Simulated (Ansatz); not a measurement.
# How the field gradients follow the size of the cell in SiMo3

Reference cell: a COD entry, whose atoms a relaxation with PBE at fixed cell left in place.

Space group Pm-3n (No. 223); a = 4.8930 Å.

```
site  Wyckoff  site symmetry       x       y       z
  Si       2a           m-3.  0.0000  0.0000  0.0000
  Mo       6c          -4m.2  0.2500  0.0000  0.5000
```

One atom of each set is listed.

All values are calculated (Ansatz; DFT, PBE, plane waves and PAW, scalar-relativistic, 420 eV cutoff, Γ-centred 10×10×10 k-points, Fermi–Dirac smearing 0.05 eV), not measured.

The cell is scaled uniformly, and the ions relax again at each size. Sites with gradients under 0.05 are left out.

```tsv
V/V₀	Mo V_zz (η)
0.94	6.46 (0.00)
0.96	5.54 (0.00)
0.98	4.69 (0.00)
1.00	3.91 (0.00)
1.02	?
1.04	2.49 (0.00)
1.06	1.86 (0.00)
```

(1) Fill in the row for V/V₀ = 1.02 (V_zz in 10²¹ V/m²).

The run finds no gap above 0.1 eV (a metal, or nearly one), so the gradients can move by 10 % or more with the k-mesh. Without spin–orbit coupling (the program notes it for Mo) the gradients can shift somewhat, as the gap is small.

Answers

(1) Mo: 3.17 (0.00). Worked for Mo: a power law through the other 6 rows, |V_zz| = 3.64 × (V/V₀)^-10.32, gives 2.97 at V/V₀ = 1.02, against 3.17 from the run (-6.4 %). Logarithmic slopes d ln|V_zz|/d ln V over the series: Mo -10.2. Point charges on a uniformly scaled lattice would give −1; charge that moves in the bonds makes the difference.
